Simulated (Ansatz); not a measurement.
KCl (rock salt)

```yaml
crystal:
  lattice:
    - [0.00000, 3.14616, 3.14616]
    - [3.14616, 0.00000, 3.14616]
    - [3.14616, 3.14616, 0.00000]
  atoms:
    - { symbol: Cl, position: [0.00000, 0.00000, 0.00000] }
    - { symbol: K, position: [0.50000, 0.50000, 0.50000] }
```

E(V) scan at fixed shape, V₀ the volume above. Symmetry pins the atoms to their sites.

Calculation: r2SCAN (plane waves to 500 eV, PAW, scalar-relativistic; Ansatz, a program for electronic structure). k mesh 9×9×9 (Γ-centred), Fermi-Dirac smearing 0.05 eV. Stress and pressure are positive under compression. KCl was relaxed with its symmetry unable to fall.

At one point of the scan the stress tensor (GPa) is:

```
   1.82     0.00     0.00
   0.00     1.82     0.00
   0.00     0.00     1.82
```

Problem. Which point is it?
A. V/V₀ = 0.975
B. V/V₀ = 0.900
C. V/V₀ = 0.950
D. V/V₀ = 0.925

Solution. D, V/V₀ = 0.925

(A scan under strain: stresses follow from slopes of the energy per volume, elastic moduli from its curvatures.)
